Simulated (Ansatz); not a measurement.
Theory: DFT PBE, scalar-relativistic, plane waves, PAW in Ansatz 0.2.0. Settings: cutoff 420 eV, Γ-centred meshes spaced at most about 0.3 Å⁻¹, and about 0.25 Å⁻¹ or finer for metals (2π included), Gaussian smearing. No spin polarisation in the final relaxations.

All energies are static (0 K, no zero-point motion).

Two forms of Sn₄Se were relaxed alike.

A.

Space group F-43m (No. 216). a = 8.741 Å, b = 8.741 Å, c = 8.741 Å, α = 90.00°, β = 90.00°, γ = 90.00°
```tsv
atom	site	symmetry	x	y	z
Sn	16e	.3m	0.3749	0.3749	0.1251
Se	4d	-43m	0.2500	0.2500	0.7500
```

B.

Space group Im-3m (No. 229). a = 6.804 Å, b = 6.804 Å, c = 6.804 Å, α = 90.00°, β = 90.00°, γ = 90.00°
| atom | site | symmetry | x | y | z |
| --- | --- | --- | --- | --- | --- |
| Sn | 8c | .-3m | 0.2500 | 0.2500 | 0.7500 |
| Se | 2a | m-3m | 0.0000 | 0.0000 | 0.0000 |

Question: Which is lower in energy, and by how much?

Answer: B is lower, by 153 meV/atom. A has space group F-43m (No. 216), 33.4 Å³/atom and no gap on its mesh; B has space group Im-3m (No. 229), 31.5 Å³/atom and no gap. Counting Sn atoms around Se (those within 1.25 times the shortest such distance or 1.15 times the sum of covalent radii; the shortest distance is added where it is long for a bond), A has Se 12 from 3.6 Å and B has Se 8. The denser one is the lower, and pressure would at first widen the difference. Even the lower one lies +0.18 eV/atom against the reference forms of the elements (uncorrected), so neither is stable at this level. In A, around Sn lie 6 Sn at 3.09 Å and 3 Se at 3.62 Å; Se has 12 Sn at 3.62 Å. In B, around Sn lie 2 Se at 2.95 Å and 6 Sn at 3.40 Å; around Se lie 8 Sn at 2.95 Å. Both come from invented guesses. A third cell relaxed alike, in Fd-3m, lies 18 meV/atom below the lower of the two.

Cells relaxed within their symmetry can be saddle points.
